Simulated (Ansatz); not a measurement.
BP:
```
BP
1.0
    0.00000     2.24536     2.24536
    2.24536     0.00000     2.24536
    2.24536     2.24536     0.00000
B P
1 1
Direct
  0.00000   0.00000   0.00000
  0.75000   0.75000   0.75000
```

Cartesian axes are those of the cell as given.

Task: Give the proper piezoelectric stress tensor with relaxed ions from plane-wave PAW LDA (Ansatz code).

Result: In C/m², rows x, y, z, Voigt columns; mesh uncertainty up to 0.01.
```
0.00  0.00  0.00  0.11  0.00  0.00
0.00  0.00  0.00  0.00  0.11  0.00
0.00  0.00  0.00  0.00  0.00  0.11
```

The elastic tensor of the same run (GPa):

```
 358  84.3  84.3   0.0   0.0   0.0
84.3   358  84.3   0.0   0.0   0.0
84.3  84.3   358   0.0   0.0   0.0
 0.0   0.0   0.0   194   0.0   0.0
 0.0   0.0   0.0   0.0   194   0.0
 0.0   0.0   0.0   0.0   0.0   194
```

Task: Convert to strain constants d = e·S.

Result: In pC/N:
```
0.0  0.0  0.0  0.6  0.0  0.0
0.0  0.0  0.0  0.0  0.6  0.0
0.0  0.0  0.0  0.0  0.0  0.6
```

Space group F-43m (zinc blende). The cell was relaxed with LDA under the symmetry of its start; phonons on a q-mesh show no instability.

Potentials: the earlier of the program's two PAW sets.
